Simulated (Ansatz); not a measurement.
The cell comes from COD entry 9008523, which wasn't checked; take it as a given geometry. The listed cell was then made from it by scaling, straining or moving an atom.

Zr: DFT, PBEsol, all-electron LAPW, scalar-relativistic (Ansatz 0.2.0). What sets it apart from a plain run of this crystal: zz strain of +2 %.

Command: `ansatz run input.yaml --threads 1 --pin off --max-ram 3072MiB --backend cpu --events-out ev --progress --plain --runs-dir out` The run took 41 s on 1 thread of Arm Neoverse N1, with other jobs on the host, peak memory 0.36 GiB.

```yaml
crystal:
  lattice:
    - [3.2319982225, 0.0, 0.0]
    - [-1.6159991112, 2.7989925656, 0.0]
    - [0.0, 0.0, 5.24994]
  atoms:
    - { symbol: Zr, position: [0.3333333333, 0.6666666667, 0.25] }
    - { symbol: Zr, position: [0.6666666667, 0.3333333333, 0.75] }
kpoints:
  mp_grid: { grid: [13, 13, 7] }
  band_path:
    path:
      - [0.0, 0.0, 0.0]
      - [0.5, 0.0, 0.0]
      - [0.3333333333, 0.3333333333, 0.0]
      - [0.0, 0.0, 0.0]
      - [0.0, 0.0, 0.5]
      - [0.5, 0.0, 0.5]
      - [0.3333333333, 0.3333333333, 0.5]
      - [0.0, 0.0, 0.5]
      - [0.5, 0.0, 0.5]
    npoints: 5
scf:
  occupations: { method: fermi_dirac, width: 0.08 }
hamiltonian:
  xc: pbesol
  pseudopotentials: { kind: all_electron, lapw: { basis_error: 0.001 } }
output:
  forces: true
  stress: true
  eigenvalues: true
```

Output (standing set-up lines are left out):

```
LAPW: plane waves up to 6.665 Å⁻¹, error target 1.0e-3 eV per atom; small_component_spin mean_spin; Zr in spheres of 1.610 Å, 22 of its electrons in bands, Dirac shells []
Crystal: 2 atoms, lattice volume = 47.493 Å³
Basis set: ecut = 169.25077686540433 eV, 245 PW (Γ), exchange–correlation at level 2
iter 1 solved again at ethr=3.34e-4 eV; its pass at ethr=1.00e-1 eV (dr2=1.47e-1 eV) is discarded
SCF iter   1: F=—  HF=-195744.033563 eV  |F-HF|=—  |Δ(HF+E_count)|=         —  Δρ=1.83e-2  dr2=1.48e-1  ethr=3.34e-4  ⟨swp⟩=2.7  Hψ=15124  notcnv=0
preconditioner: auto → Kerker (q_TF=auto, 2.694 Å⁻¹)  [metal: Δε(μ)=0.030 eV  Ē_g=3.737 eV  σ=0.080 eV  W_gap=0.09  n_scr=22 (ndim 8)  ℏωp=15.2 eV  f_vac=0.000  D(μ)=1.88/eV (n_scr^D=22)]
SCF iter   2: F=—  HF=-195743.852349 eV  |F-HF|=—  |Δ(HF+E_count)|=   1.81e-1  Δρ=1.05e-2  dr2=5.64e-2  ethr=3.34e-4  ⟨swp⟩=2.0  Hψ=7328  notcnv=0
SCF iter   3: F=—  HF=-195743.838329 eV  |F-HF|=—  |Δ(HF+E_count)|=   1.40e-2  Δρ=5.62e-3  dr2=1.80e-2  ethr=1.28e-4  ⟨swp⟩=2.0  Hψ=7069  notcnv=0
iter 4 solved again at ethr=3.72e-6 eV; its pass at ethr=4.08e-5 eV (dr2=1.64e-3 eV) is discarded
SCF iter   4: F=—  HF=-195743.835748 eV  |F-HF|=—  |Δ(HF+E_count)|=         —  Δρ=1.60e-3  dr2=1.64e-3  ethr=3.72e-6  ⟨swp⟩=2.0  Hψ=11787  notcnv=0
the basis was enlarged: its passes take 734.8 KiB over the memory plan, 1 of 1 planned eigensolver slots
SCF iter   5: F=—  HF=-195743.835511 eV  |F-HF|=—  |Δ(HF+E_count)|=   2.37e-4  Δρ=4.11e-4  dr2=1.03e-4  ethr=3.72e-6  ⟨swp⟩=2.0  Hψ=7074  notcnv=0
SCF iter   6: F=—  HF=-195743.835513 eV  |F-HF|=—  |Δ(HF+E_count)|=   2.50e-6  Δρ=1.57e-4  dr2=1.59e-5  ethr=2.35e-7  ⟨swp⟩=2.0  Hψ=7073  notcnv=0
SCF iter   7: F=—  HF=-195743.835512 eV  |F-HF|=—  |Δ(HF+E_count)|=   1.18e-6  Δρ=2.21e-5  dr2=3.56e-7  ethr=3.62e-8  ⟨swp⟩=2.0  Hψ=7076  notcnv=0
SCF iter   8: F=-195743.835512 eV  HF=-195743.835512 eV  |F-HF|=1.18e-8  |Δ(HF+E_count)|=   9.62e-8  Δρ=8.58e-6  dr2=3.73e-8  ethr=8.08e-10  ⟨swp⟩=2.1  Hψ=7084  notcnv=0
SCF 1 converged in 8 iterations: F = -195743.835512 eV  dr2 = 3.73e-8
NSCF: frozen V_eff on 41 k-points
SCF converged after 8 iterations
Free energy (F): -195743.835512 eV
Harris-Foulkes:  -195743.835512 eV  (|F-HF|=1.18e-8)
Internal energy: -195743.789626 eV  (E = F + TS)
E sigma→0 (E₀):  -195743.812569 eV
Entropy (-TS):   -0.045886 eV (-22.943 meV/atom)
Fermi energy:    15.268673 eV
--- Per-component energies (eV) ---
  E_band       = -3231.267117
  E_kinetic    = 202163.666660
  E_xc         = -6108.908232
  E_electrostatic = -391798.548054  (all electrons and nuclei)
  E_smearing   = -0.045886  (= −TS)
  E_closure    = 0.000000  (closes the sum)
  E_atoms      = -195728.168184  (free atoms, spherical and without spin; not in F)
  Σ components = -195743.835512   (vs F -195743.835512, Δ=0.00e0)
  Basis errors (estimates in eV, not in F): energy 1.7e-4 per atom: plane waves 1.2e-4 (6.2e-5 summed), levels above the bands 8.7e-15, relativity 1.2e-8, radial functions 4.3e-5, core shells 4.2e-7; eigenvalues (radial functions only) 9.9e-7; not estimated: angular momenta, meshes, grids; target (lapw.basis_error) 1.0e-3; muffin-tin radii Zr 1.610 Å
--- Forces (eV/Å), atoms counted from 1 ---
  atom   1  Zr    -0.00000000    -0.00000000     0.00000000
  atom   2  Zr     0.00000000     0.00000000     0.00000000
  max |Σ_I F_I| component: 5.55e-17 eV/Å
--- Stress (GPa, compression-positive) ---
       -4.649404       0.000000       0.000000
        0.000000      -4.649404       0.000000
        0.000000       0.000000      -5.769998
  P = ⅓ Tr σ = -5.0229 GPa (-50.229 kbar)
--- Band table (eV; the first three rows and the last of 84) ---
  k-point 0: bands = ["-153.4757", "-153.4757", "-153.4757", "-153.4757", "-153.4720", "-153.4720", "-153.4540", "-153.4540", "-153.4540", "-153.4540", "-33.4667", "-33.3332", "-11.9684", "-11.1457", "-11.1457", "-11.0504", "-11.0241", "-11.0241", "9.6572", "12.2895", "16.1305", "16.1758", "16.1758", "16.2500", "16.8074", "16.8074", "17.5210"]
  k-point 1: bands = ["-153.4757", "-153.4757", "-153.4757", "-153.4757", "-153.4720", "-153.4720", "-153.4540", "-153.4540", "-153.4540", "-153.4540", "-33.4602", "-33.3400", "-11.9256", "-11.1397", "-11.1397", "-11.0989", "-11.0302", "-11.0302", "9.8195", "12.2620", "15.9689", "16.0108", "16.1080", "16.1080", "16.6982", "16.6982", "17.7458"]
  k-point 2: bands = ["-153.4757", "-153.4757", "-153.4757", "-153.4757", "-153.4720", "-153.4720", "-153.4540", "-153.4540", "-153.4540", "-153.4540", "-33.4419", "-33.3587", "-11.8044", "-11.2328", "-11.1230", "-11.1230", "-11.0472", "-11.0472", "10.2786", "12.0945", "15.4531", "15.7069", "16.0265", "16.0265", "16.4516", "16.4516", "18.2693"]
  k-point 83: bands = ["-153.4757", "-153.4757", "-153.4757", "-153.4757", "-153.4720", "-153.4720", "-153.4540", "-153.4540", "-153.4540", "-153.4540", "-33.3070", "-33.3041", "-11.7642", "-11.7588", "-11.5716", "-11.5140", "-11.2157", "-11.2011", "13.6321", "13.6992", "14.2548", "14.2759", "15.1945", "15.3027", "17.0477", "17.5076", "19.6233"]
```
